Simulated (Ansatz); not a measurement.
Ge in space group R-3 (No. 148; Ge on 6c, Ge on 18f) at seven volumes, DFT-r²SCAN in the program Ansatz with PAW potentials, shape and atoms relaxed at each. One row is withheld.

| V (Å³/atom) | P (GPa) |
|---|---|
| 18.989 | 7.62 |
| 19.615 | 4.62 |
| 20.241 | 2.11 |
| 20.867 | 0.00 |
| 21.493 | -1.76 |
| 22.119 | -3.23 |
| 22.745 | ? |

Problem. Fit the shown pressures and predict the withheld one.

Solution. P = (3/2)B₀(x^(7/2) − x^(5/2))[1 + (3/4)(B′ − 4)(x − 1)] with x = (V₀/V)^(2/3). Least squares on the six rows gives V₀ = 20.868 Å³/atom, B₀ = 64.0 GPa, B′ = 4.90. At V = 22.745, x = 0.9442 and P = -4.47 GPa. The run itself gave -4.46 GPa.

The first step of the workflow began from a Materials Project structure, measured or hypothetical; the Crystallography Open Database copy checked does not list it. It is not the phase usual at ambient conditions (space group No. 227). Symmetry was held in the r²SCAN relaxation; of distortions, only those at the zone centre were tested.

Potentials: the later of the program's two PAW sets.
